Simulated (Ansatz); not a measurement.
HfO$_{2}$:
```
CELL_PARAMETERS angstrom
      5.24666     0.00000     0.00000
      0.00000     5.03056     0.00000
      0.00000     0.00000     5.05945
ATOMIC_POSITIONS crystal
  Hf 0.03250 0.26703 0.24108
  Hf 0.96750 0.73297 0.74108
  Hf 0.46750 0.26703 0.74108
  Hf 0.53250 0.73297 0.24108
  O  0.36705 0.07001 0.38076
  O  0.63295 0.92999 0.88076
  O  0.13295 0.07001 0.88076
  O  0.86705 0.92999 0.38076
  O  0.73216 0.46112 0.49116
  O  0.26784 0.53888 0.99116
  O  0.76784 0.46112 0.99116
  O  0.23216 0.53888 0.49116
```

Tensor components refer to the Cartesian frame of this cell.

Q: Give the proper piezoelectric stress tensor with relaxed ions from DFT-r²SCAN in the program Ansatz with PAW potentials.

A: In C/m², rows x, y, z, Voigt columns; mesh uncertainty up to 0.00.
```
 0.00   0.00   0.00   0.00  -0.29   0.00
 0.00   0.00   0.00   0.63   0.00   0.00
-1.83  -1.46  -1.27   0.00   0.00   0.00
```

The elastic tensor of the same run (GPa):

```json
[
 {"": "1", "1": "390", "2": "148", "3": "112", "4": "0.0", "5": "0.0", "6": "0.0"},
 {"": "2", "1": "148", "2": "418", "3": "134", "4": "0.0", "5": "0.0", "6": "0.0"},
 {"": "3", "1": "112", "2": "134", "3": "411", "4": "0.0", "5": "0.0", "6": "0.0"},
 {"": "4", "1": "0.0", "2": "0.0", "3": "0.0", "4": "97.4", "5": "0.0", "6": "0.0"},
 {"": "5", "1": "0.0", "2": "0.0", "3": "0.0", "4": "0.0", "5": "93.9", "6": "0.0"},
 {"": "6", "1": "0.0", "2": "0.0", "3": "0.0", "4": "0.0", "5": "0.0", "6": "137"}
]
```

Q: Convert to strain constants d = e·S.

A: In pC/N:
```
 0.0   0.0   0.0   0.0  -3.1   0.0
 0.0   0.0   0.0   6.4   0.0   0.0
-3.6  -1.7  -1.6   0.0   0.0   0.0
```

Space group Pca2_1. Symmetry was held in the r²SCAN relaxation. No spin polarisation was allowed. Signs of piezoelectric constants follow the polarity of the cell as given. Scalar-relativistic: spin–orbit coupling is off unless named, which matters more the heavier the elements.

Potentials: the later of the program's two PAW sets.
